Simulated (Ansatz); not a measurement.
SiGeO$_{3}$ in space group P4mm (No. 99; Si on 1b, Ge on 1a, O on 2c, O on 1b), DFT-LDA in the program Ansatz with PAW potentials, all energies at zero smearing, with the estimated change up to a 700 eV cutoff added, with one set of potentials and settings (totals compare only within such a set). Cell of 5 atoms (1 Si, 1 Ge, 3 O): -6492.293 eV.

| element | reference phase | E (eV/atom) |
|---|---|---|
| Si | Fd-3m, 2 atoms in the cell | -608.6500 |
| Ge | Fd-3m, 2 atoms in the cell | -4215.7282 |
| O | C2/m, 4 atoms in the cell, spin-polarised | -552.6597 |

Formation energy per atom, worked out: (-6492.293 − 1×(-608.6500) − 1×(-4215.7282) − 3×(-552.6597))/5 = -1.987 eV/atom (-192 kJ per mol of atoms), at 0 K, without zero-point energy or fitted corrections.

The start of the workflow was typed in or built on a structure type; neither database checked (COD, Materials Project) lists it. Its standing as an ambient phase is unchecked. Symmetry was held in the LDA relaxation. At this level the phase is dynamically unstable (imaginary phonons). A crystal of weakly bound units computed without a dispersion correction: the cell and the soft elastic constants depend strongly on that. The references are the lowest solids computed at this level, not always the standard phases (solids in place of the gases).

Potentials: the earlier of the program's two PAW sets. The files were generated under PBE; for other functionals the program regenerates the frozen cores, and for LDA and PBEsol the local potential too.
